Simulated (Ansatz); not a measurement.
## MgO2: a fit and a missing row

MgO2, R-3m, a = 3.157 Å, c = 10.386 Å. The structure is a Materials Project entry; whether it is the stable form wasn't checked. Ansatz: r2SCAN, PAW, 500 eV, Γ-centred 12×12×12 mesh on 3 atoms, Gaussian smearing 0.02 eV; no spin polarisation. Shape and atoms are relaxed at each volume; pressure is positive in compression.

| V (Å³/atom) | P (GPa) |
| --- | --- |
| 9.363 | 9.43 |
| 9.661 | 4.36 |
| 9.960 | 0.00 |
| 10.259 | -3.72 |
| 10.558 | ? |

Q: Take V0 = 9.960 Å³/atom, fit the third-order Birch–Murnaghan form to the other rows, and predict the missing pressure.

A: With the Eulerian strain f = ½[(V0/V)^(2/3) − 1] and y = P/[3f(1 + 2f)^(5/2)], the form is the line y = B0 + 1.5 B0 (B0′ − 4) f. Rows (f, y): 0.02103, 134.8; 0.01026, 134.6; -0.00976, 133.5. Means f = 0.007177, y = 134.30; Σ(Δf)² = 0.0004883, ΣΔfΔy = 0.02140; the slope is their ratio. y = 134.0 + 43.83 f GPa, so B0 = 134.0 GPa and B0′ = 4 + 2 × (43.83)/(3 × 134.0) = 4.22. At V = 10.558, f = -0.01906, y = 133.16 and P = -6.91 GPa. The run gave -6.92 GPa, so the fit is 0.01 GPa too high, within twice the rms miss on the fitted rows (0.005 GPa). The form still works here, 33 % of the fitted range beyond its end.